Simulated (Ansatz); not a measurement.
The elements of this relaxed trial crystal are hidden behind letters.

```
lattice vectors (Å)
   4.2290    0.0000    0.0000
   0.0000    4.2290    0.0000
   0.0000    0.0000    4.2290
fractional positions
X 0.0000 0.0000 0.0000
X 0.5000 0.5000 0.0000
X 0.5000 0.0000 0.5000
X 0.0000 0.5000 0.5000
Z 0.5000 0.5000 0.5000
```

Theory: Ansatz, DFT PBE, scalar-relativistic, plane waves, PAW. Plane waves to 420 eV, a 10×10×10 mesh through Γ for the 5-atom cell and 0.10 eV Gaussian smearing; no spin polarisation.

- Space group: Pm-3m (No. 221)
- Conventional cell: a = 4.229 Å
- Volume per atom: 15.13 Å³
- Density: 4.47 g/cm³
- Formation energy: −0.27 eV/atom
- Gap on the 10×10×10 mesh of the 5-atom cell: 0 eV (a metal)

Energies are uncorrected and count from the elements' standard states at the same level.

Q: X is a d-block element of period 4 and Z is a p-block element of period 2. Which elements are they?

A: X = Ti, Z = C, so the formula is Ti4C. Density times volume gives a mean mass of 4.47 × 15.13/1.6605 = 40.7 u per atom, and this set has 40.7 u. Among the elements that the hints allow, noble gases aside, only these give it. Around Ti on a site of symmetry m-3m lie 12 Ti at 2.99 Å; Ti on a site of symmetry 4/mmm has 2 C at 2.11 Å and 12 Ti at 2.99 Å; C is surrounded by 6 Ti at 2.11 Å.

A structure relaxed within its symmetry needn't be a true minimum.
